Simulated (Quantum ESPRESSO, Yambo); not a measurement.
**Levels of theory for the gap of CsH**

CsH (rock salt, space group Fm-3m, No. 225): one geometry, one set of PBEsol (Quantum ESPRESSO, PseudoDojo norm-conserving, 72 Ry, with spin-orbit coupling) orbitals, self-energies from Yambo (4×4×4 Γ-centred k mesh, 226 bands and a 8 Ry block in the screening, 226 bands in G with the Bruneval-Gonze terminator, plasmon pole fitted at 27.2 eV).

The geometry is that of Materials Project entry mp-1057286, symmetrised and not relaxed again.

```tsv
level	gap L → L (eV)	rough Yambo cost
PBEsol (Quantum ESPRESSO)	2.15	–
exchange only (Hartree-Fock self-energy on PBEsol orbitals)	9.09	about 1/20 (11 states)
static COHSEX@PBEsol	5.40	about 1/2 (2 states)
G0W0@PBEsol, plasmon pole	4.26	1 (11 states)
```

Bare exchange has no screening and gives the widest gap; static COHSEX screens it but leaves out the frequency dependence, which G0W0 restores.

Costs are rough ratios of core time on shared machines.

Nearest settings tried, and what they do to the gap: 138 bands in G: -4 meV; 138 bands in W, 138 bands in G: -37 meV; 1 Ry block (15 vectors against 181): -413 meV. Not varied: mesh. So the settings aren't converged at that level.
